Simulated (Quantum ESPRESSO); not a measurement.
## MgGa2SiN4 (input and log of a self-consistent run)

Computed values, not a measurement. The program is pw.x of Quantum ESPRESSO 7.5 (plane-wave density functional theory). The cell is made up: 8 atoms on a wurtzite lattice, with randomly drawn elements, strain and displacements, not relaxed. PseudoDojo standard norm-conserving files (v0.5 for PBE, v0.4.1 for LDA and PBEsol) set the functional; there is no spin polarisation, spin-orbit coupling or dispersion term, and the masses in the input are unused placeholders.

Input:

```
&control calculation='scf', pseudo_dir='./dojo.nc.sr.pbe.v0_5.standard.upf', outdir='./o', disk_io='medium', tprnfor=.true., tstress=.true. /
&system ibrav=0, nat=8, ntyp=4, nbnd=36, ecutwfc=84.00895049, nosym=.true., tot_charge=0,
 occupations='smearing', smearing='fd', degauss=0.0018374661
/
&electrons conv_thr=7.350e-09, electron_maxstep=60, /
ATOMIC_SPECIES
Ga 1.0 Ga.upf
Mg 1.0 Mg.upf
N 1.0 N.upf
Si 1.0 Si.upf
CELL_PARAMETERS angstrom
3.1574 0.0064 -0.008
0.011 5.3977 0.0513
-0.013 0.0481 5.2764
ATOMIC_POSITIONS angstrom
Mg 0.0204 0.0748 0.0645
Ga 1.5984 2.7853 0.109
Si 1.4688 1.0014 2.6535
Ga -0.0409 3.5643 2.7125
N -0.0276 -0.0159 1.9012
N 1.58 2.7252 1.9907
N 1.5292 0.903 4.6513
N -0.0351 3.6786 4.688
K_POINTS automatic
6 4 4 1 1 1
```

The log is shortened where brackets say so; the opening notice, blank lines, dates and the lines on written files are dropped, and the path of the files is cut. It prints rydbergs, bohrs and kilobars, and counts compression as positive stress.

```
     Program PWSCF v.7.5
     Parallel version (MPI & OpenMP), running on       1 processor cores
     Number of MPI processes:                 1
     Threads/MPI process:                     1
     [start-up lines left out]
     bravais-lattice index     =            0
     lattice parameter (alat)  =       5.9667  a.u.
     unit-cell volume          =     606.7789 (a.u.)^3
     number of atoms/cell      =            8
     number of atomic types    =            4
     number of electrons       =        60.00
     number of Kohn-Sham states=           36
     kinetic-energy cutoff     =      84.0090  Ry
     charge density cutoff     =     336.0358  Ry
     scf convergence threshold =      7.3E-09
     mixing beta               =       0.7000
     number of iterations used =            8  plain     mixing
     Exchange-correlation= PBE
                           (   1   4   3   4   0   0   0)
     [axes and pseudopotential details left out]
   Cartesian axes
     site n.     atom                  positions (alat units)
         1        Mg     tau(   1) = (   0.0064610   0.0236903   0.0204281  )
         2        Ga     tau(   2) = (   0.5062366   0.8821452   0.0345219  )
         3        Si     tau(   3) = (   0.4651904   0.3171580   0.8404022  )
         4        Ga     tau(   4) = (  -0.0129536   1.1288659   0.8590884  )
         5        N      tau(   5) = (  -0.0087413  -0.0050358   0.6021378  )
         6        N      tau(   6) = (   0.5004091   0.8631107   0.6304838  )
         7        N      tau(   7) = (   0.4843200   0.2859933   1.4731347  )
         8        N      tau(   8) = (  -0.0111167   1.1650664   1.4847581  )
     number of k points=    48  Fermi-Dirac smearing, width (Ry)=  0.0018
                       cart. coord. in units 2pi/alat
        k(    1) = (   0.0833757   0.0722430   0.0743473), wk =   0.0416667
        k(    2) = (   0.0837577   0.0708203   0.2239621), wk =   0.0416667
     [further k points left out]
     Dense  grid:    63091 G-vectors     FFT dimensions: (  36,  60,  60)
     Estimated max dynamical RAM per process >      80.07 MB
     Initial potential from superposition of free atoms
     starting charge      59.9932, renormalised to      60.0000
     Starting wfcs are   43 randomized atomic wfcs
     total cpu time spent up to now is       11.8 secs
     per-process dynamical memory:    51.7 Mb
     Self-consistent Calculation
     iteration #  1     ecut=    84.01 Ry     beta= 0.70
     Davidson diagonalization with overlap
     ethr =  1.00E-02,  avg # of iterations =  3.1
     total cpu time spent up to now is       34.2 secs
     total energy              =    -515.20170689 Ry
     estimated scf accuracy    <       2.48039005 Ry
     iteration #  2     ecut=    84.01 Ry     beta= 0.70
     Davidson diagonalization with overlap
     ethr =  4.13E-03,  avg # of iterations =  3.5
     total cpu time spent up to now is       57.6 secs
     total energy              =    -515.41128296 Ry
     estimated scf accuracy    <       4.30521915 Ry
     iteration #  3     ecut=    84.01 Ry     beta= 0.70
     Davidson diagonalization with overlap
     ethr =  4.13E-03,  avg # of iterations =  2.0
     total cpu time spent up to now is       73.8 secs
     total energy              =    -516.31712496 Ry
     estimated scf accuracy    <       0.33388176 Ry
     iteration #  4     ecut=    84.01 Ry     beta= 0.70
     Davidson diagonalization with overlap
     ethr =  5.56E-04,  avg # of iterations =  2.2
     total cpu time spent up to now is       89.4 secs
     total energy              =    -516.35733977 Ry
     estimated scf accuracy    <       0.03489749 Ry
     iteration #  5     ecut=    84.01 Ry     beta= 0.70
     Davidson diagonalization with overlap
     ethr =  5.82E-05,  avg # of iterations =  5.2
     total cpu time spent up to now is      107.0 secs
     total energy              =    -516.36188731 Ry
     estimated scf accuracy    <       0.00443880 Ry
     [iterations 6 to 8 left out]
     iteration #  9     ecut=    84.01 Ry     beta= 0.70
     Davidson diagonalization with overlap
     ethr =  4.20E-08,  avg # of iterations =  2.4
     total cpu time spent up to now is      190.8 secs
     total energy              =    -516.36348064 Ry
     estimated scf accuracy    <       0.00000514 Ry
     iteration # 10     ecut=    84.01 Ry     beta= 0.70
     Davidson diagonalization with overlap
     ethr =  8.57E-09,  avg # of iterations =  2.1
     total cpu time spent up to now is      218.9 secs
     total energy              =    -516.36348150 Ry
     estimated scf accuracy    <       0.00000061 Ry
     iteration # 11     ecut=    84.01 Ry     beta= 0.70
     Davidson diagonalization with overlap
     ethr =  1.01E-09,  avg # of iterations =  2.8
     total cpu time spent up to now is      243.9 secs
     total energy              =    -516.36348160 Ry
     estimated scf accuracy    <       0.00000014 Ry
     iteration # 12     ecut=    84.01 Ry     beta= 0.70
     Davidson diagonalization with overlap
     ethr =  2.34E-10,  avg # of iterations =  2.1
     total cpu time spent up to now is      263.6 secs
     total energy              =    -516.36348161 Ry
     estimated scf accuracy    <       0.00000003 Ry
     iteration # 13     ecut=    84.01 Ry     beta= 0.70
     Davidson diagonalization with overlap
     ethr =  4.61E-11,  avg # of iterations =  3.0
     total cpu time spent up to now is      284.5 secs
     End of self-consistent calculation
     [lines on levels left out]
!    total energy              =    -516.36348161 Ry
     estimated scf accuracy    <          3.5E-09 Ry
     smearing contrib. (-TS)   =      -0.00000000 Ry
     internal energy E=F+TS    =    -516.36348161 Ry
     The total energy is F=E-TS. E is the sum of the following terms:
     one-electron contribution =    -225.36883500 Ry
     hartree contribution      =     155.27674400 Ry
     xc contribution           =    -127.71482299 Ry
     ewald contribution        =    -318.55656763 Ry
     convergence has been achieved in  13 iterations
     Forces acting on atoms (cartesian axes, Ry/au):
     atom    1 type  2   force =    -0.04328112   -0.02764543   -0.09451904
     atom    2 type  1   force =    -0.02262102   -0.03976269   -0.11977842
     atom    3 type  4   force =     0.02368152   -0.07040688    0.08879393
     atom    4 type  1   force =     0.02142884    0.05157013    0.08095549
     atom    5 type  3   force =    -0.00322029    0.10899700    0.19508097
     atom    6 type  3   force =    -0.03262350   -0.09579104    0.06023377
     atom    7 type  3   force =     0.03666550    0.11694827   -0.18245237
     atom    8 type  3   force =     0.01997006   -0.04390936   -0.02831433
     Total force =     0.407848     Total SCF correction =     0.000259
     Computing stress (Cartesian axis) and pressure
          total   stress  (Ry/bohr**3)                   (kbar)     P=       39.66
   0.00062646   0.00010528  -0.00009614           92.16       15.49      -14.14
   0.00010528   0.00025635  -0.00022100           15.49       37.71      -32.51
  -0.00009614  -0.00022100  -0.00007394          -14.14      -32.51      -10.88
     init_run     :      9.89s CPU     11.61s WALL (       1 calls)
     electrons    :    250.83s CPU    272.72s WALL (       1 calls)
     forces       :      3.37s CPU      3.44s WALL (       1 calls)
     stress       :     12.16s CPU     12.25s WALL (       1 calls)
     [timing details left out]
     PWSCF        :   4m36.53s CPU   5m 0.70s WALL
     JOB DONE.
```

In other units: free energy -7025.483 eV for the cell, pressure 3.97 GPa, largest force component 5.016 eV/Å. A rerun of the same cell at another strain at 1437 eV and a 8 x 6 x 6 mesh moved values by no more than 0.002 eV in energy, 0.03 GPa in stress and 0.006 eV/Å in force.